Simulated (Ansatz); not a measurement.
HgI in space group I4/mmm (No. 139; Hg on 4e, I on 4e), LDA (plane waves, PAW; program Ansatz). The conduction-band minimum lies on the Γ–M line, 63 % of the way from Γ, with 2 equivalent valleys. Second derivatives d²E/dk² of the lowest band at one valley (eV·Å²), along Cartesian directions:

```json
[
 {"direction": "[100]", "d²E/dk²": "14.27"},
 {"direction": "[010]", "d²E/dk²": "14.27"},
 {"direction": "[001]", "d²E/dk²": "122.4"},
 {"direction": "[110]", "d²E/dk²": "14.28"},
 {"direction": "[101]", "d²E/dk²": "68.49"},
 {"direction": "[011]", "d²E/dk²": "68.49"}
]
```

### Question
Find the principal effective masses, the density-of-states mass and the conductivity mass.

### Answer
Off-diagonal terms follow from H_xy = H[110] − (H_xx + H_yy)/2, and m*/mₑ = 7.620 eV·Å² over each eigenvalue: 0.062, 0.53, 0.53. One valley's DOS mass (m₁m₂m₃)^(1/3) = 0.26, conductivity mass 3/(Σ 1/mᵢ) = 0.15 mₑ.

### Question
What effective density of states Nc follows at 300 K for parabolic valleys?

### Answer
Nc = 2.509e19 × 2 × (0.26)^(3/2) ≈ 6.7e18 cm⁻³.

The workflow started from a Materials Project entry (that database holds measured and hypothetical structures alike); the Crystallography Open Database files this formula in space group No. 139, but the cells were not matched. Its standing as an ambient phase is unchecked. The LDA relaxation kept the symmetry of its start; its stability against distortions is not shown here. A crystal of weakly bound molecules computed without a dispersion correction: the cell and the soft elastic constants depend strongly on that. Spin–orbit coupling is left out wherever it is not named.

Potentials: the later of the program's two PAW sets.

Edges and masses are those of Kohn–Sham bands, whose gap is no quasiparticle gap.
